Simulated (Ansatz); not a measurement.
Relaxing lanthanum (simple cubic)

The calculation used DFT, r2SCAN, plane waves (500 eV) with PAW, scalar-relativistic (Ansatz). The PAW files were generated under PBE, with cores re-solved for the functional.

k-point mesh 9×9×9, Fermi-Dirac smearing 0.1 eV, no spin polarisation. Cell and atoms relax.

Starting structure:

```xyz
1
Lattice="3.4316 0.0000 0.0000 0.0000 3.4316 0.0000 0.0000 0.0000 3.4316" Properties=species:S:1:pos:R:3 pbc="T T T"
La    0.0000    0.0000    0.0000
```

Problem. What cell does the relaxation end in?

Solution. Pm-3m with a = 3.299 Å; 35.89 Å³ per atom against 40.41 at the start (-11.2 %).

Problem. How much energy does the relaxation gain?

Solution. 38.9 meV per atom.
